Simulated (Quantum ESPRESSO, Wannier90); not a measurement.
## Tight-binding from DFT: TiS (P-6m2)

```
TiS
1.0
    3.26717     0.00000     0.00000
   -1.63358     2.82945     0.00000
    0.00000     0.00000     3.21706
Ti S
1 1
Direct
  0.66667   0.33333   0.00000
  0.00000   0.00000   0.50000
```

Materials Project entry mp-1018028; symmetrised, unrelaxed at this level. Not found in the COD (Crystallography Open Database) copy used, which has the formula in other groups; not checked further. Level: PBEsol, no spin polarisation, no spin-orbit coupling; pw.x of Quantum ESPRESSO at 68 Ry with PseudoDojo potentials, 12×12×10 k-points, Wannier90. Density: 12×12×10 mesh, cold smearing 0.01 Ry. A non-magnetic state is assumed, with no Hubbard U on the 3d ions.

Valence charges of the files: Ti 12, S 6. 22 bands were computed.

Isolated groups of bands, relative to the Fermi level (bands from 9 on overlap up to the last one computed):

```csv
bands,from (eV),to (eV),filling,weight on atomic waves
1,-57.00,-56.96,filled,Ti 3s 97 %
2–4,-33.62,-33.24,filled,Ti 3p 99 %
5,-15.72,-13.36,filled,"S 3s 78 %, Ti 4s 11 %, Ti 3d 8 %"
6–8,-7.91,-2.59,filled,"S 3p 73 %, Ti 3d 21 %"
```

Wanted is a model with the orbitals Ti d, S p, without the filled groups that are mainly made of other shells (semicore states, and anion s where it isn't named); all higher bands stay in for disentanglement.

Q: Give num_wann, exclude_bands and num_bands, and the number of electrons that the model holds.

A: Electrons: 1×12 + 1×6 = 18, or 9.0 bands' worth; no gap over 0.05 eV opens at the Fermi level at this level of theory.
num_wann = 1×5 + 1×3 = 8.
exclude_bands = 1-5, 5 bands, so num_bands = 22 − 5 = 17.
The model holds 18 − 2×5 = 8 electrons. With the window frozen to 1.50 eV it follows pw.x to 0.9 meV rms (states up to 1.0 eV relative to the Fermi level).
